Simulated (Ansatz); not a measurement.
# CrB₂: pressure against volume

CrB₂, P6/mmm, a = 2.980 Å, c = 3.055 Å. The structure is a COD entry; whether it is the stable form wasn't checked. Ansatz: r2SCAN, PAW, 500 eV, Γ-centred 18×18×14 mesh on 3 atoms, Gaussian smearing 0.10 eV; collinear spin, largest moment 2.0 μB. Shape and atoms are relaxed at each volume; pressure is positive in compression.

```tsv
V (Å³/atom)	P (GPa)
6.893	?
7.128	27.16
7.363	17.23
7.598	7.98
7.832	0.02
8.067	-6.46
8.302	-11.83
8.616	-18.09
```

Task: Take V0 = 7.832 Å³/atom, count pressures from its P0 = 0.02 GPa, fit the third-order Birch–Murnaghan form to the other rows, and predict the missing pressure.

Result: With the Eulerian strain f = ½[(V0/V)^(2/3) − 1] and y = (P − P0)/[3f(1 + 2f)^(5/2)], the form is the line y = B0 + 1.5 B0 (B0′ − 4) f. Rows (f, y): 0.03240, 238.7; 0.02101, 246.3; 0.01021, 247.1; -0.00976, 232.5; -0.01905, 228.5; -0.03081, 229.7. Means f = 0.0006667, y = 237.13; Σ(Δf)² = 0.003000, ΣΔfΔy = 0.7838; the slope is their ratio. y = 237.0 + 261.3 f GPa, so B0 = 237.0 GPa and B0′ = 4 + 2 × (261.3)/(3 × 237.0) = 4.74. At V = 6.893, f = 0.04444, y = 248.61 and P = 41.03 GPa. The run gave 38.80 GPa, so the fit is 2.23 GPa too high, 3.9 % of the span of the series, against an rms of 0.36 GPa on the fitted rows. The row lies outside the fitted range. The points of y bend away from a line: a fourth-order term fitted to them gives P = 39.57 GPa at this row's volume (the line 41.03, the run 38.80). The records add, with no proof that it causes the miss: the largest moment runs from 1.58 to 2.25 μB along the series.

The largest moment runs from 1.58 to 2.25 μB along the series, so B0 and B0′ hold the change of the moment too.

The state reached may not be the lowest one. Only parallel moments were tried here.

Cost: 8 runs of about 39 core-minutes in all, on Intel Xeon Processor @ 2.50GHz (Skylake/Cascade Lake) (shared hosts).